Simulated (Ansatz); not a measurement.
Y$_{2}$BiO$_{2}$: do energies and stresses tell the same story?

The calculation used DFT r2SCAN, scalar-relativistic, plane waves, PAW (Ansatz).

Cutoff 500 eV; k points 14×14×14 on the computed 5-atom cell (Γ-centred); Gaussian smearing, width 0.10 eV; no spin polarisation.

Relaxed cell: I4/mmm, a = 3.867 Å, b = 3.867 Å, c = 13.496 Å, α = 90.00°, β = 90.00°, γ = 90.00°, 5 atoms in the primitive cell. Whether it is the stable form of this composition wasn't checked.

Energies at zero smearing and pressures from the stress tensor, at volumes with shape and atoms relaxed:
```csv
V (Å³/atom),E − E(first) (meV/atom),P (GPa)
18.975,0.00,5.24
19.581,-14.35,2.40
20.186,-18.79,-0.01
20.792,-14.77,-2.07
21.397,-3.55,-3.83
```

Check P = −dE/dV between neighbouring volumes, and get the bulk modulus from the pressures alone.

With 1 eV/Å³ = 160.2 GPa:
```csv
middle V (Å³/atom),−ΔE/ΔV (GPa),mean P (GPa)
19.278,3.796,3.822
19.883,1.174,1.199
20.489,-1.063,-1.040
21.094,-2.968,-2.952
```

The two differ by 0.03 GPa at most. The mean of two end pressures misses the average over a step by about ΔV² P″/12, up to 0.04 GPa here; with that taken off 0.02 GPa remains. Around V = 20.186 Å³/atom, the two neighbours give B = −V ΔP/ΔV = 20.186 × 4.48 / 1.211 = 74.6 GPa, against B0 = 74.4 GPa from the Birch–Murnaghan fit of the energies.

Spin–orbit coupling is left out, which can shift energies with elements as heavy as these. Spin polarisation was left out, and a magnetic state may lie lower.